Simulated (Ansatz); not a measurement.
Starting cell, Al2Cu (Al2Cu type, space group I4/mcm):

```yaml
crystal:
  lattice:
    - [-3.02971, 3.02971, 2.43697]
    - [3.02971, -3.02971, 2.43697]
    - [3.02971, 3.02971, -2.43697]
  atoms:
    - { symbol: Al, position: [0.65828, 0.15828, 0.81655] }
    - { symbol: Al, position: [0.84172, 0.65828, 0.50000] }
    - { symbol: Al, position: [0.15828, 0.34172, 0.50000] }
    - { symbol: Al, position: [0.34172, 0.84172, 0.18345] }
    - { symbol: Cu, position: [0.25000, 0.25000, 0.00000] }
    - { symbol: Cu, position: [0.75000, 0.75000, 0.00000] }
```

In this cell atom 1 (Al, nearest neighbour Cu at 2.587 Å; its periodic images, 4.9 Å or more away, move with it) is moved by s along Cartesian [110], unit vector (0.707, 0.707, 0.000); all other atoms and the cell stay fixed.

Calculation: PBE (plane waves to 420 eV, PAW, scalar-relativistic; Ansatz, an electronic-structure program). k mesh 10×10×10 (Γ-centred), Fermi-Dirac smearing 0.05 eV. With partly filled bands, energies and forces of such displacements shift with the k mesh and the smearing. F∥ is the force on the atom along that direction. Al2Cu is run without spin polarisation. Al2Cu was relaxed with its symmetry unable to fall. The PAW data are Ansatz's earlier set. 

```tsv
s (Å)	F∥ (eV/Å)
-0.260	1.686
-0.208	1.258
-0.156	0.883
-0.104	0.556
-0.052	0.270
0.000	0.019
0.052	-0.202
0.104	-0.396
0.156	-0.563
0.208	-0.706
0.260	-0.828
```

Problem. What is the force constant k = d²E/ds² of this move at s = 0?

Solution. 4.53 eV/Å². The forces along the line at the two nearest points give (0.270 − (-0.202)) / (2·0.052) = 4.54 eV/Å²; the next pair corrects for the finite step.

(For displaced atoms, the force is minus the slope of the energy, and its curvature is a force constant, which sets phonon frequencies.)
